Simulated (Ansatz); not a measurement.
# Energy against total moment in Ni

System: Ni, an experimental structure (space group Fm-3m); the cell holds 1 atom. Source: COD entry 2100649, which need not be the ambient phase.

```
CELL_PARAMETERS angstrom
0.00000 1.75970 1.75970
1.75970 0.00000 1.75970
1.75970 1.75970 0.00000
ATOMIC_POSITIONS crystal
Ni 0.00000 0.00000 0.00000
```

Atoms are numbered from 1 in the order listed.

The calculation used DFT, PBE, PAW, plane waves, scalar-relativistic in Ansatz development build ahead of 0.2.0.

```
Plane-wave cutoff : 420 eV
k-point mesh      : 14×14×14 (Γ-centred)
Occupations       : Fermi–Dirac smearing, 0.1 eV
Valence electrons : 18
```

The total moment includes the space between the atomic spheres.

A small moment in a metal is sensitive to the mesh and the smearing.

Each run fixes N↑ − N↓ and starts with that moment spread in parallel over the Ni atoms; no search for lower states follows. Energies are free energies per cell above the lowest run, the runs with a free moment included. Each row is one local solution, which need not be the lowest state at that M. The run at M = 0 starts without moments and gives the spin-unpolarised solution. The cell holds one magnetic atom, so only parallel order fits; orders in a larger cell may lie lower.

The run at M = 0.94 μB took 0.8 s on 2 threads of Intel(R) Xeon(R) 6975P-C (shared host), peak memory 0.33 GiB.

```json
{"fixed M (μB/cell)": "0.00", "F − F(lowest) (meV/cell)": "33", "moments of Ni1 (μB)": "0.00"}
{"fixed M (μB/cell)": "0.23", "F − F(lowest) (meV/cell)": "26", "moments of Ni1 (μB)": "0.25"}
{"fixed M (μB/cell)": "0.47", "F − F(lowest) (meV/cell)": "7", "moments of Ni1 (μB)": "0.50"}
{"fixed M (μB/cell)": "0.70", "F − F(lowest) (meV/cell)": "3", "moments of Ni1 (μB)": "0.74"}
{"fixed M (μB/cell)": "0.94", "F − F(lowest) (meV/cell)": "?", "moments of Ni1 (μB)": "?"}
{"fixed M (μB/cell)": "1.17", "F − F(lowest) (meV/cell)": "206", "moments of Ni1 (μB)": "1.16"}
{"fixed M (μB/cell)": "1.41", "F − F(lowest) (meV/cell)": "467", "moments of Ni1 (μB)": "1.35"}
{"fixed M (μB/cell)": "1.64", "F − F(lowest) (meV/cell)": "?", "moments of Ni1 (μB)": "?"}
{"fixed M (μB/cell)": "1.88", "F − F(lowest) (meV/cell)": "1364", "moments of Ni1 (μB)": "1.71"}
```

(1) Fill in the row for M = 0.94 μB.

(2) Fill in the row for M = 1.64 μB.

(3) Where do runs with a free total moment end?

## Answers

(1) 63 meV; moments Ni1 0.96 μB.

(2) 833 meV; moments Ni1 1.53 μB.

(3) “usual moment, free total moment [Ni1 2.00 μB]” ends at 0.61 μB, 0 meV; “usual moment scaled by 0.1, free total moment [Ni1 0.20 μB]” ends at 0.61 μB, 0 meV.
